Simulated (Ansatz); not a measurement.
Crystals of one structure type (zinc blende) and one family of elements, relaxed and computed with the program Ansatz at the r²SCAN level (PAW).

```csv
crystal,K_Hill (GPa),G_Hill (GPa)
GaSb,53.4,34.8
InAs,57.8,28.7
InP,68.4,34.3
BP,169,?
GaN,196,113
BN,391,404
```

Problem. Fit a straight line to ln G against ln K and predict the withheld value.

Solution. Least squares on the 5 shown rows: ln G = 1.26 × ln K + (-1.690), with a scatter of 17 %. For BP this gives 118. The run itself gave 174, outside the scatter: the line misses something about this case.

All cells were relaxed under the symmetry of their starts (and spin orders); stability against distortions was not tested throughout. Spin–orbit coupling is left out wherever it is not named.

Potentials: the earlier of the program's two PAW sets.
